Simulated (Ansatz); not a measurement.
Ni₃Ge (Cu3Au type, Pm-3m), plane-wave PAW PBE (Ansatz code), all energies at zero smearing, with the estimated change up to a 700 eV cutoff added, with one set of potentials and settings (totals compare only within such a set). Cell of 4 atoms (3 Ni, 1 Ge): -21815.292 eV.

```
element                             reference phase  E (eV/atom)
-------  ------------------------------------------  -----------
Ni       Fm-3m, 1 atoms in the cell, spin-polarised   -5839.7239
Ge                       Fd-3m, 2 atoms in the cell   -4294.9847
```

Formation energy per atom, worked out: (-21815.292 − 3×(-5839.7239) − 1×(-4294.9847))/4 = -0.284 eV/atom (-27 kJ per mol of atoms), at 0 K, without zero-point energy or fitted corrections.

The first step of the workflow began from a Materials Project structure, measured or hypothetical; the Crystallography Open Database copy checked does not list it. Whether it is the stable phase at ambient conditions was not checked. Symmetry was held in the PBE relaxation; its stability against distortions is not shown here. The run is not spin-polarised. The references are the lowest solids computed at this level, not always the standard phases.

Potentials: the later of the program's two PAW sets.
